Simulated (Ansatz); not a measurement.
**SnPb₃Se₄: stable or not**

It was reached by relaxing an invented guess, and it needn't be the stable form of this composition.

These are results of DFT PBE, scalar-relativistic, plane waves, PAW in Ansatz 0.2.0, not measurements. Cutoff 420 eV, Γ-centred 8×8×4 mesh (8-atom cell), Gaussian smearing of 0.10 eV, no spin polarisation.

```yaml
crystal:
  lattice:
    - [4.37117, 0.00000, 0.00000]
    - [0.00000, 4.37117, 0.00000]
    - [0.00000, 0.00000, 12.36338]
  atoms:
    - { symbol: Sn, position: [0.50000, 0.50000, 0.00000] }
    - { symbol: Pb, position: [0.00000, 0.00000, 0.75126] }
    - { symbol: Pb, position: [0.00000, 0.00000, 0.24874] }
    - { symbol: Pb, position: [0.50000, 0.50000, 0.50000] }
    - { symbol: Se, position: [0.00000, 0.00000, 0.00000] }
    - { symbol: Se, position: [0.50000, 0.50000, 0.24605] }
    - { symbol: Se, position: [0.00000, 0.00000, 0.50000] }
    - { symbol: Se, position: [0.50000, 0.50000, 0.75395] }
```

Energies over the elements count from the elements' standard structures at the same level, with no fitted energy shifts. The references include grey tin.

Question: These tests were run: energy against the elements; phonons on a 2×2×1 q mesh. What do they show?

Answer:

```json
{"test": "energy against the elements", "result": "−0.53 eV/atom"}
{"test": "phonons on a 2×2×1 q mesh", "result": "imaginary modes down to 48i cm⁻¹"}
```

It fails one test: phonons on a 2×2×1 q mesh. So it isn't even a local minimum.

Spin–orbit coupling, which can matter for Pb, is left out. The reference form of Se is held partly by dispersion forces, which this level lacks. The run for the phonons used an 8×8×4 k mesh and Fermi–Dirac smearing of 0.15 eV.
